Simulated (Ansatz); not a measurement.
# Li5Ti2: relaxation (Ansatz)

input.yaml:

```yaml
crystal:
  lattice:
    - [2.17697319, 3.77062788, 0.0]
    - [-2.17697319, 3.77062788, 0.0]
    - [0.0, -2.51375192, 6.07164178]
  atoms:
    - { symbol: Ti, position: [0.0727, 0.0727, 0.2181], spin: 1.0 }
    - { symbol: Ti, position: [0.9273, 0.9273, 0.7819], spin: 1.0 }
    - { symbol: Li, position: [0.5, 0.5, 0.5] }
    - { symbol: Li, position: [0.21, 0.21, 0.63] }
    - { symbol: Li, position: [0.79, 0.79, 0.37] }
    - { symbol: Li, position: [0.352, 0.352, 0.056] }
    - { symbol: Li, position: [0.648, 0.648, 0.944] }
  symmetry: { detect: false, time_reversal: true }
kpoints:
  mp_grid: { grid: [5, 5, 5], shift: [0, 0, 0] }
magnetization:
  spin_polarized: true
scf:
  occupations: { method: fermi_dirac }
  lower_state_search: "off"
hamiltonian:
  pseudopotentials: { kind: paw }
  xc: r2scan
basis:
  ecutwfc: 500
  fft_grid_basis: typed
relax:
  max_steps: 40
  f_tol: 0.03
output:
  forces: true
  stress: true
  eigenvalues: true
  bader: true
  populations: true
  elf: true
  write_potential: true
  volumetric_format: npy
  dos:
    e_range: [-12, 8]
    de: 0.05
    projected: { site_lists: { Li: [Li], Ti: [Ti] } }
checkpoint:
  read: saved_state
```

Launch command:

```bash
ansatz run input.yaml --threads 2 --pin off --max-ram 4096MiB --backend cpu --events-out ev --progress --plain --runs-dir out
```

Origin of the cell: a known structure type with other elements, at an estimated volume, so it need not be a known compound.

The smearing width isn't typed, so it takes its default of 0.1 eV.

The saved state is a converged single point of the same cell. Its moments changed on the way.

The program first moved the atoms by about 0.01 Å at random, to leave a saddle point that the symmetry would hold.

Steps:

| step | ΔF (meV/atom) | max force component (eV/Å) | SCF iterations | step was |
| --- | --- | --- | --- | --- |
| 1 | 0.0 | 0.605 | 9 | accepted |
| 2 | -9.8 | 0.172 | 9 | accepted |
| 3 | -12.0 | 0.241 | 12 | accepted |
| 4 | -17.0 | 0.574 | 11 | accepted |
| 5 | -40.7 | 0.655 | 10 | accepted |
| 6 | 2.7 | 4.717 | 15 | rejected |
| 7 | -44.9 | 0.743 | 22 | accepted |
| 8 | -49.9 | 0.556 | 14 | accepted |
| 9 | -51.6 | 0.026 | 12 | accepted |
| 10 | -51.6 | 0.026 | 9 | accepted |

Before:

Space group R-3m (No. 166); the run's cell has a = 4.354 Å, b = 4.354 Å, c = 6.571 Å, α = 109.35°, β = 109.35°, γ = 60.00°. Shortest distances: Li–Ti 2.50 Å, Li–Li 2.59 Å, Ti–Ti 2.65 Å.

The relaxed structure.

Space group R-3m (No. 166); the run's cell has a = 4.354 Å, b = 4.354 Å, c = 6.571 Å, α = 109.35°, β = 109.35°, γ = 60.00°. Shortest distances: Ti–Ti 1.99 Å, Li–Li 2.58 Å, Li–Ti 2.61 Å.

```yaml
crystal:
  lattice:
    - [2.17697, 3.77063, 0.00000]
    - [-2.17697, 3.77063, 0.00000]
    - [0.00000, -2.51375, 6.07164]
  atoms:
    - { symbol: Ti, position: [0.05522, 0.05543, 0.16443] }
    - { symbol: Ti, position: [0.94582, 0.94603, 0.83623] }
    - { symbol: Li, position: [0.50052, 0.50080, 0.50031] }
    - { symbol: Li, position: [0.20816, 0.20845, 0.62326] }
    - { symbol: Li, position: [0.79288, 0.79317, 0.37741] }
    - { symbol: Li, position: [0.35023, 0.35046, 0.04949] }
    - { symbol: Li, position: [0.65079, 0.65100, 0.95114] }
```

* Free energy lowered by: 51.6 meV/atom
* Final pressure: 9.90 GPa
* Relaxation steps listed: 10

Caveats: a starting moment was lost; no moments, though an odd count or open d shells may carry them; the SCF threshold is looser than advised for a stress; the displaced walk ended near the symmetry of the start; the k mesh is coarse if the cell is a metal; the program displaced the start to leave a saddle point.

Time: 20 min on 2 threads of Arm Neoverse V1, on a shared host, peak memory 0.9 GiB, from a saved density.
